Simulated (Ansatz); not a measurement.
Ca₂H₃Br:
Space group P-3m1 (No. 164); a = b = 3.8932 Å, c = 6.8549 Å, α = β = 90.00°, γ = 120.00°

```csv
atom,site,symmetry,x,y,z
Ca,2d,3m.,0.6667,0.3333,0.1850
H,2d,3m.,0.3333,0.6667,0.1488
H,1a,-3m.,0.0000,0.0000,0.0000
Br,1b,-3m.,0.0000,0.0000,0.5000
```

Relaxed at zero pressure with DFT-r²SCAN in the program Ansatz with PAW potentials.

Q: The volume is raised by 9 % and shape and atoms relax at that volume. What pressure results, and how do the axes share the change?

A: -3.2 GPa; a 2.7 %, b 2.7 %, c 3.3 %; the energy rises by 15 meV/atom.

Q: Give the new structure.

A: 
Space group P-3m1 (No. 164); a = b = 3.9985 Å, c = 7.0838 Å, α = β = 90.00°, γ = 120.00°

```
atom  site  symmetry       x       y       z
----  ----  --------  ------  ------  ------
Ca      2d       3m.  0.6667  0.3333  0.1820
H       2d       3m.  0.3333  0.6667  0.1454
H       1a      -3m.  0.0000  0.0000  0.0000
Br      1b      -3m.  0.0000  0.0000  0.5000
```

The phase is kept; no other phase was compared at this pressure.

The workflow started from a Materials Project entry (that database holds measured and hypothetical structures alike); the Crystallography Open Database copy checked does not list it. Whether it is the stable phase at ambient conditions was not checked. The r²SCAN relaxation kept the symmetry of its start; its stability against distortions is not shown here.

Potentials: the later of the program's two PAW sets.
